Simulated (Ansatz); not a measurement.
In PBE in the plane-wave PAW code Ansatz, Rh in the diamond structure (Fd-3m) relaxes to a = 5.512 Å. Rh has 4 nearest neighbours from 2.39 Å (tetrahedral).

Electronic character: metallic (no gap). Gap from PBE with spin–orbit coupling: none (metallic). The magnetic state found is non-magnetic (starting moments vanished).

The bulk modulus is 129 GPa.

The start of the workflow was typed in or built on a structure type; neither database checked (COD, Materials Project) lists it. It is not the phase usual at ambient conditions (space group No. 225). The cell was relaxed with PBE under the symmetry of its start; its stability against distortions is not shown here. The workflow began spin-polarised and lost its moments. Scalar-relativistic: spin–orbit coupling is off unless named, which matters more the heavier the elements.

Potentials: the earlier of the program's two PAW sets.
